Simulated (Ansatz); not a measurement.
BeTe (rock salt, Fm-3m) is relaxed with the program Ansatz at the PBEsol level (PAW). What lattice parameters of the conventional cell result?

a = 5.301 Å.

Is it a metal or does it have a gap at this level?

No gap at this level.

The start of the workflow was typed in or built on a structure type; neither database checked (COD, Materials Project) lists it. COD files the formula under space group No. 216, so this cell is another polymorph or a model. Its standing as an ambient phase is unchecked. The PBEsol relaxation kept the symmetry of its start. At this level the phase is dynamically unstable (imaginary phonons). Scalar-relativistic: spin–orbit coupling is off unless named, which matters more the heavier the elements.

Potentials: the later of the program's two PAW sets.
